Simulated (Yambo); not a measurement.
A G0W0@PBEsol run in Yambo for MoS2 (space group P6_3/mmc, No. 194) (6×6×1 Γ-centred k mesh, bands 5 to 350 and a 7 Ry block in the screening, 350 bands in G with the Bruneval-Gonze terminator, plasmon pole fitted at 27.2 eV) gives these matrix elements, in eV, at the band edges (Γ → (0.167, 0.167, 0)):

| state | E0 | <Vxc> | <Σx> | <Σc(E0)> | Z |
|---|---|---|---|---|---|
| valence edge | 0.000 | -16.300 | -16.898 | 0.525 | 0.781 |
| conduction edge | 0.738 | -15.096 | -11.131 | -3.567 | 0.789 |

Problem. Solve the linearised quasiparticle equation for both states, give the gap, and say how exchange and correlation each act on it.

Solution. E = E0 + Z(Σx + Σc − Vxc). Valence: 0.000 + 0.781 × (-16.898 + (0.525) − (-16.300)) = -0.06 eV. Conduction: 0.738 + 0.789 × (-11.131 + (-3.567) − (-15.096)) = 1.05 eV. The gap is 1.11 eV, against 0.74 eV in PBEsol. Replacing Vxc by bare exchange alone would open it by 4.56 eV; correlation takes back 4.09 eV of that, and Z scales what is left. Nearest settings tried, and what they do to the gap: 2 Ry block (53 vectors against 241): -89 meV. Not varied: bands in G, bands in W, mesh. So the settings aren't converged at that level. 

Spin-orbit coupling is included.

Geometry relaxed with PBE+D3(BJ); primitive cell a = b = 3.1499 Å, c = 12.0908 Å, α = β = 90.00°, γ = 120.00°.
